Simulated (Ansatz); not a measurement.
AlNi: opening a crack plane

AlNi, Pm-3m, a = 2.862 Å. The structure is a COD entry; whether it is the stable form wasn't checked. Ansatz: PBEsol, PAW, 420 eV, Γ-centred 20×20×7 mesh on 6 atoms, Gaussian smearing 0.15 eV; no spin polarisation. One cut on (100) per cell of 6 atoms is opened rigidly by x, between planes of Al and Ni that stand 1.43 Å apart; y is the energy per area (8.192 Å², 1 eV/Å² = 16.02 J/m²).

| x (Å) | y (J/m²) |
| --- | --- |
| 0.00 | 0.000 |
| 0.25 | 0.265 |
| 0.50 | ? |
| 0.75 | 1.566 |
| 1.00 | 2.277 |
| 1.50 | 3.491 |
| 2.00 | 4.339 |
| 3.00 | 5.154 |
| 4.50 | 5.380 |
| 6.00 | 5.395 |

Q: Fit the universal binding curve y = W[1 − (1 + x/l) e^(−x/l)] to the other rows, give the peak stress, and predict the missing value.

A: Least squares gives W = 5.46 J/m² and l = 0.691 Å. The stress dy/dx peaks at x = l with W/(e l) = 29.1 GPa, for rigid faces. At x = 0.50: x/l = 0.724, y = 0.896 J/m². The run gave 0.856 J/m², so the fit is 0.040 J/m² too high, within the rms miss on the fitted rows (0.045 J/m²).

Cost: 12 runs of about 10 core-minutes in all, on Intel Xeon Platinum 8375C (Ice Lake) (shared hosts).